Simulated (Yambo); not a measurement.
RPA spectrum of RhCuO$_{2}$ (space group R-3m, No. 166) on PBEsol bands in Yambo (10×10×10 mesh, 50 bands, 4 Ry local-field block, 0.2 eV broadening; field along x). CGrdSpXd merges neighbouring transition energies to save time; the report line [X-CG] gives the poles kept by one of the 4 MPI tasks, and where the merging fails may depend on that split. Axes are Cartesian, with cell vectors (Å) (1.54, 0.89, 5.64), (-1.54, 0.89, 5.64), (0.00, -1.77, 5.64).

```
CGrdSpXd asked (%)  share reached (%)  poles used (one task)  static ε  largest change of Im ε (% of its maximum)              rough time
------------------  -----------------  ---------------------  --------  -----------------------------------------  ----------------------
100                               100                  10579      12.9                                        0.0                       1
70                                 69                   7405      12.9                                        0.0  within a factor of two
30                                 29                   3145      12.9                                        0.2  within a factor of two
15                                  2                    272      13.3                                         11  within a factor of two
5                                   2                    272      13.3                                         11  within a factor of two
```

All runs end normally. In the runs at 15 %, 5 % few poles are left or the spectrum changes by over a quarter of its peak, and no warning says so. Times are rough ratios from shared machines. The k mesh wasn't tested; the rows compare only with each other.

Spin-orbit coupling is not included.

Geometry relaxed with PBEsol; primitive cell a = b = c = 5.9097 Å, α = β = γ = 30.12°.
